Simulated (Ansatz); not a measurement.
A: BP (zinc blende), a = 4.5364 Å, b = 4.5364 Å, c = 4.5364 Å, α = 90.00°, β = 90.00°, γ = 90.00°
B: HgTe (zinc blende), a = b = c = 6.5734 Å, α = β = γ = 90.00°
C: Cs (bcc, W type), a = b = c = 6.2746 Å, α = β = γ = 90.00°

Scan: energy against volume (even scaling of the relaxed cell, symmetry kept). One method and one kind of scan serve all of them; meshes and ranges differ. All were relaxed with their symmetry unable to fall. At this level the bands of HgTe touch or barely overlap. Spin-orbit coupling is left out. The PAW data are Ansatz's earlier set. The relaxed volume of Cs is well above the measured one; the method has no dispersion term.

### Question
Put the candidates in order of bulk modulus (fitted), lowest first, for r2SCAN (plane waves to 500 eV, PAW, scalar-relativistic; Ansatz, a first-principles code).

### Answer
C (1.8 GPa), B (40.0 GPa), A (169 GPa)

(Under strain, the slope of the energy per volume gives the stress and its curvature an elastic modulus.)
